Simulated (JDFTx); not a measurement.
System: p-cresol, C7H8O (SMILES Cc1ccc(O)cc1), charge 0, multiplicity 1; geometry: optimised with GFN2-xTB in vacuum (one conformer, no frequencies checked; largest PBE force component 1.0 eV/Å). Z-matrix (Å, degrees):
```
C
C 1 1.3877
H 2 1.0807 1 119.66
C 2 1.3831 3 119.27 1 -179.94
H 4 1.0826 2 120.09 3 0.07
C 4 1.3886 5 119.82 2 -179.90
O 6 1.3632 4 122.21 5 0.00
H 7 0.9645 6 109.63 4 0.07
C 1 1.3902 2 118.29 3 -180.00
C 9 1.3803 1 121.24 2 0.06
H 10 1.0784 9 121.28 1 179.85
H 9 1.0805 10 119.28 11 -0.06
C 1 1.4993 2 120.86 3 1.07
H 13 1.0875 1 110.85 2 -150.75
H 13 1.0876 14 108.92 1 -122.29
H 13 1.0907 14 107.98 15 -117.04
```

All numbers are PBE, GBRV ultrasoft potentials, plane waves to 20/100 Ha results from JDFTx (a modified build), not measurements. Liquid: CANDLE, water, 0.5 M KCl. The liquid run sits in a periodic box with 3.75 Å from the outermost atoms to the faces; the vacuum run is isolated. The box matters at about 0.01 eV. Solvation energy here means the total energy in the continuum liquid minus that in vacuum, same nuclei, nothing added for thermal motion or standard states.

```yaml
solvation_energy: -0.19 eV
"part: cavitation term of the fluid": 0.69 eV
"part: dispersion term of the fluid": -0.58 eV
"part: electrostatic term of the fluid": -0.38 eV
"part: distortion of the solute's electrons": 0.08 eV
dipole_moment_in_vacuum: 1.25 D
dipole_moment_in_the_liquid: 1.91 D
"highest occupied level in vacuum (zero: vacuum level)": -5.30 eV
"highest occupied level in the liquid (zero: bulk electrolyte)": -5.24 eV
volume of the model's cavity: 329.2 Å³
rough_cost_vacuum_and_liquid_run: 6 min and 5 min of core time
```
